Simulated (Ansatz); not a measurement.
Crystals of one structure type (rock salt) and one family of elements, relaxed and computed with r²SCAN in the plane-wave PAW code Ansatz.

| crystal | V (Å³/atom) | B₀ by P(V) fit (GPa) |
|---|---|---|
| MgO | 9.29 | 167 |
| BeS | 12.44 | 111 |
| CaO | 13.78 | ? |
| MgS | 17.61 | 79.8 |
| CaSe | 26.13 | 52.0 |
| BaS | 33.16 | 44.5 |
| BaTe | 44.05 | 30.6 |

**Question.** Fit a straight line to ln B₀ against ln V and predict the withheld value.

**Answer.** Least squares on the 6 shown rows: ln B₀ = -1.05 × ln V + (7.409), with a scatter of 4.3 %. For CaO this gives 105. The run itself gave 117, a miss of 10.3 % of that, well beyond the scatter: the line misses something about this case.

Typed or built starts, not in the databases checked: BeS, rock salt. All cells were relaxed under the symmetry of their starts (and spin orders); stability against distortions was not tested throughout. Spin–orbit coupling is left out wherever it is not named.

Potentials: the later of the program's two PAW sets.
